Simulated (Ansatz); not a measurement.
Mg2Ge:
```xyz
3
Lattice="0.0000 3.2105 3.2105 3.2105 0.0000 3.2105 3.2105 3.2105 0.0000" Properties=species:S:1:pos:R:3 pbc="T T T"
Ge     0.0000     0.0000     0.0000
Mg     1.6052     1.6052     1.6052
Mg     4.8157     4.8157     4.8157
```

Relaxed with PBE.

Q: Give the Bader charges and basin volumes of the independent atoms, PBE (plane waves, PAW; program Ansatz).

A: 

```csv
atom,Bader charge (e),Bader volume (Å³)
Ge1,-2.93,49.8
Mg2,+1.47,8.2
```

Space group Fm-3m (anti-fluorite). The PBE relaxation kept the symmetry of its start.

Potentials: the later of the program's two PAW sets.
